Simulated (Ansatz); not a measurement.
Space group Cmce (No. 64). a = 7.344 Å, b = 4.481 Å, c = 9.652 Å, α = 90.00°, β = 90.00°, γ = 90.00°
```csv
atom,site,symmetry,x,y,z
I,8f,m..,0.5000,0.6711,0.8776
```

Equation of state of this I structure (not necessarily the ground state), with shape and atoms relaxed at each volume where symmetry leaves them free. These are results of Ansatz 0.2.0, DFT PBE+D3(BJ), scalar-relativistic, plane waves, PAW, not measurements.

Cutoff 420 eV; k points 8×8×4 on the computed 4-atom cell (Γ-centred); Gaussian smearing, width 0.02 eV; no spin polarisation.

```
V (Å³/atom) E − E(largest V) (meV/atom) P (GPa) gap on mesh (eV)
     34.940                        19.08     2.35              0.64
     36.131                         4.62     1.55              0.70
     37.322                        -4.53     0.92              0.75
     38.513                        -9.41     0.41              0.80
     39.704                       -10.92     0.01              0.84
     40.895                        -9.77    -0.30              0.88
     42.087                        -6.58    -0.55              0.92
     43.675                         0.00    -0.78              0.96
```

Fit a third-order Birch–Murnaghan equation to E(V).

V0 = 39.74 Å³/atom, B0 = 12 GPa, B0' = 7.2.

Spin-orbit coupling is left out, which matters for the bands of heavy elements.

Cost: 8 runs of about 6.9 core-minutes in all, on AMD EPYC 9R14 (Zen 4) (shared hosts).